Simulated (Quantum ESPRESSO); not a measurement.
# Band energies of Ba$_{2}$MgMoO$_{6}$

```
Ba2MgMoO6
1.0
    0.00000     4.10614     4.10614
    4.10614     0.00000     4.10614
    4.10614     4.10614     0.00000
O Mg Mo Ba
6 1 1 2
Direct
  0.76127   0.23873   0.23873
  0.23873   0.76127   0.76127
  0.23873   0.76127   0.23873
  0.76127   0.23873   0.76127
  0.23873   0.23873   0.76127
  0.76127   0.76127   0.23873
  0.50000   0.50000   0.50000
  0.00000   0.00000   0.00000
  0.25000   0.25000   0.25000
  0.75000   0.75000   0.75000
```

LDA (Quantum ESPRESSO, PseudoDojo norm-conserving, 84 Ry, no spin-orbit coupling); path ΓXWKΓLUWLK,UX; energies in eV from the valence-band maximum.

```
k (1/Å)  point  band 36  band 37  band 38  band 39  band 40  band 41  band 42  band 43
-------  -----  -------  -------  -------  -------  -------  -------  -------  -------
0.00         Γ    -0.31    -0.31     0.00     0.00     0.00     2.33     2.33     2.33
0.19              -0.41    -0.41    -0.11    -0.11    -0.01     2.27     2.44     2.44
0.38              -0.64    -0.64    -0.37    -0.37    -0.02     2.14     2.69     2.69
0.77         X    -0.96    -0.96    -0.77    -0.77    -0.05     1.98     2.97     2.97
0.77         W    -1.14    -1.12    -0.91    -0.39    -0.39     2.49     2.49     2.97
1.04         K    -0.98    -0.83    -0.78    -0.73    -0.20     2.24     2.81     2.87
1.24              -1.03    -0.67    -0.54    -0.50    -0.39     2.48     2.59     2.71
1.44              -0.72    -0.57    -0.33    -0.30    -0.21     2.42     2.54     2.55
1.85         Γ    -0.31    -0.31     0.00     0.00     0.00     2.33     2.33     2.33
2.01              -0.35    -0.35    -0.07    -0.07    -0.04     2.34     2.38     2.38
2.34              -0.55    -0.55    -0.43    -0.43    -0.30     2.44     2.56     2.56
2.51         L    -0.58    -0.58    -0.53    -0.53    -0.39     2.46     2.58     2.58
2.98         U    -0.98    -0.83    -0.78    -0.73    -0.20     2.24     2.81     2.87
2.98         W    -1.14    -1.12    -0.91    -0.39    -0.39     2.49     2.49     2.97
3.25              -0.91    -0.73    -0.68    -0.46    -0.40     2.49     2.53     2.78
3.38              -0.66    -0.61    -0.58    -0.53    -0.39     2.48     2.56     2.64
3.52         L    -0.58    -0.58    -0.53    -0.53    -0.39     2.46     2.58     2.58
3.64              -0.63    -0.58    -0.58    -0.54    -0.39     2.47     2.57     2.62
3.75              -0.87    -0.65    -0.62    -0.57    -0.36     2.43     2.63     2.71
3.99         K    -0.98    -0.83    -0.78    -0.73    -0.20     2.24     2.81     2.87
3.99         U    -0.98    -0.83    -0.78    -0.73    -0.20     2.24     2.81     2.87
4.26         X    -0.96    -0.96    -0.77    -0.77    -0.05     1.98     2.97     2.97
```

The LDA gap is indirect, 1.98 eV, from Γ to X; the smallest direct gap is 2.03 eV.

Spin-orbit splittings are left out.

Geometry of the Materials Project entry, not relaxed at this level.

The structure is a Materials Project entry; no match was found in the copy of COD used, and its stability was not checked.
